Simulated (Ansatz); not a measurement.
Consider the following.

Bi (A7 type, space group R-3m)

```cif
data_Bi2
_chemical_formula_sum 'Bi2'
_space_group_name_H-M_alt 'P 1'
_space_group_IT_number 1
_cell_length_a 4.68419
_cell_length_b 4.68419
_cell_length_c 4.68419
_cell_angle_alpha 57.885
_cell_angle_beta 57.885
_cell_angle_gamma 57.885
loop_
_space_group_symop_operation_xyz
  'x, y, z'
loop_
_atom_site_label
_atom_site_type_symbol
_atom_site_fract_x
_atom_site_fract_y
_atom_site_fract_z
_atom_site_occupancy
Bi1 Bi 0.23720 0.23720 0.23720 1
Bi2 Bi 0.76280 0.76280 0.76280 1
```

The volume is varied about the relaxed value V₀ at fixed cell shape. The atoms relax within the cell's symmetry.

Level of theory: PBE-D3(BJ) (plane waves to 420 eV, PAW, scalar-relativistic; Ansatz, a program for electronic structure). k mesh 13×13×13 (Γ-centred), Fermi-Dirac smearing 0.05 eV. Energies are smeared free energies. Compression counts positive. With the shape held, the modulus is that of even scaling; a crystal free to change shape is softer. Bi was relaxed with its symmetry unable to fall. Spin-orbit coupling is left out, though Bi is heavy. The PAW data are Ansatz's earlier set. ΔE is measured from the relaxed starting cell.

The scan covers V/V₀ from 0.840 to 1.160 in 13 points.

Question: What is the fitted pressure derivative B₀′?

Answer: 4.9.

Question: What bulk modulus at fixed cell shape B₀ follows from a third-order Birch-Murnaghan fit?

Answer: 40.4 GPa.

(A scan under strain: stresses follow from slopes of the energy per volume, elastic moduli from its curvatures.)
